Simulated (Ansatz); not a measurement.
## Formation energy of HfGe₃ in the AuCu3-type structure

The computed numbers are results of PBE, scalar-relativistic (no spin polarisation) in the plane-wave PAW code Ansatz at 420 eV, Γ-centred 8×8×8 mesh, 0.05 eV Gaussian smearing. The datasets are Ansatz's generated set soft_2.

The cell came from substitution into a structure type; whether the compound takes it is for experiment to say.

Symmetry: Pm-3m, No. 221, cubic system. The conventional cell has a = 4.189 Å, b = 4.189 Å, c = 4.189 Å, α = 90.00°, β = 90.00°, γ = 90.00°. Hf (site symmetry m-3m) is surrounded by 12 Ge at 2.96 Å. Ge (site symmetry 4/mmm) has 4 Hf at 2.96 Å and 8 Ge at 2.96 Å as nearest neighbours. (Neighbours are counted to 15 % beyond the shortest distance.)

The elements were computed in their standard states with the same datasets, cutoff and functional. Absolute energies hang on the potentials; compare differences alone.

Energy of the relaxed cell (4 atoms, smearing extrapolated to zero): -28606.481 eV. Elements, in eV/atom: Hf -15721.362, Ge -4294.984.

Task: What is the formation energy?

Result: [-28606.481 − (1 × -15721.362 + 3 × -4294.984)] / 4 = -0.04 eV/atom, or -4 kJ per mole of atoms.

The value is for 0 K, without zero-point energy. A negative value shows stability against the elements alone, not against other compounds or structures.

For elements this heavy, spin–orbit coupling would shift levels and gaps; it isn't included here.
